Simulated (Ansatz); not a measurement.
## ZrSiO: computed property card

ZrSiO:
```
ZrSiO
1.0
    3.25074     0.00000     0.00000
    0.00000     3.25074     0.00000
    0.00000     0.00000     7.21549
Zr Si O
2 2 2
Cartesian
  0.00000   1.62537   4.97327
  1.62537   0.00000   2.24222
  1.62537   1.62537   0.00000
  0.00000   0.00000   0.00000
  0.00000   1.62537   2.80194
  1.62537   0.00000   4.41354
```

Space group P4/nmm (No. 129); conventional cell a = b = 3.2507 Å, c = 7.2155 Å, α = β = γ = 90.00°.

Method: LDA (plane waves, PAW; program Ansatz). Structure relaxed to zero pressure with the same functional. Other levels are named where they apply.

### Cell and energy

- Volume per atom = 12.71 Å³
- Density = 5.89 g/cm³
- Formation energy from the elements (no fitted shifts) = -1.95 eV/atom

### Electronic structure

* **Electronic character**: metallic (no gap)
* **Density of states at the Fermi level**: 0.12 states/eV per atom (mean over ±0.08 eV)

### Mechanics

Bulk modulus (Birch–Murnaghan fit): 195 GPa
Pressure derivative B′: 4.5
Elastic constants (relaxed ions, GPa): C11 = 353, C12 = 129, C13 = 89.5, C33 = 447, C44 = 110, C66 = 146
Mechanical stability: stable (all eigenvalues of C positive)
Hill bulk and shear moduli: 196 and 127 GPa
Young's modulus: 314 GPa
Poisson's ratio: 0.23
Debye temperature from the elastic constants: 657 K

### Phonons

* **Highest zone-centre frequency**: 524 cm⁻¹
* **Zone-centre stability**: no imaginary mode at Γ

The workflow started from a Materials Project entry (that database holds measured and hypothetical structures alike); the Crystallography Open Database copy checked does not list it. Whether it is the stable phase at ambient conditions was not checked. The cell was relaxed with LDA under the symmetry of its start. No spin polarisation was allowed. As this level gives no gap, shear constants depend on the k-mesh and smearing (Fermi–Dirac, 0.1 eV here). As this level gives no gap, phonon frequencies hold no LO–TO term and depend on the k-mesh and smearing (Fermi–Dirac, 0.1 eV here). The references are the lowest solids computed at this level, not always the standard phases (solids in place of the gases). Scalar-relativistic: spin–orbit coupling is off unless named, which matters more the heavier the elements.

Potentials: the later of the program's two PAW sets.
